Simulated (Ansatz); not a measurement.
## Cd (P6_3/mmc), one atom moved over a plane

Theory: DFT PBEsol, scalar-relativistic, plane waves, PAW (Ansatz). The runs took a 420 eV cutoff, a Γ-centred 18×18×8 mesh and Gaussian smearing (0.15 eV). No spin polarisation. Energies are free energies at this smearing, counted from the undisturbed cell; pressure is positive in compression.

The undisturbed cell (as given, not relaxed at this level; it stands at -1.5 GPa):

```
Cd
1.0
     2.97887    0.00000    0.00000
    -1.48944    2.57978    0.00000
     0.00000    0.00000    5.61765
Cd
2
Direct
  0.33333 0.66667 0.25000
  0.66667 0.33333 0.75000
```

Atom 1 (Cd) is moved by p along (0.707, 0.707, 0.000) and q along (0.000, 0.000, 1.000) (Å), all else fixed. Points are written (p, q).

Energy above the undisturbed cell in eV/cell (a dash: not computed):

```csv
p \ q,-0.450,-0.225,0.000,0.225,0.450
-0.450,?,?,0.03,?,?
-0.225,0.22,0.05,0.01,0.05,0.22
0.000,0.20,0.04,0.00,0.04,0.20
0.225,0.22,0.05,0.01,0.05,0.22
0.450,0.25,?,0.02,?,0.25
```

Q: Fill in the withheld energies.

A: (-0.450, -0.450): 0.28; (-0.450, -0.225): 0.08; (-0.450, 0.225): 0.08; (-0.450, 0.450): 0.28; (0.450, -0.225): 0.07; (0.450, 0.225): 0.07.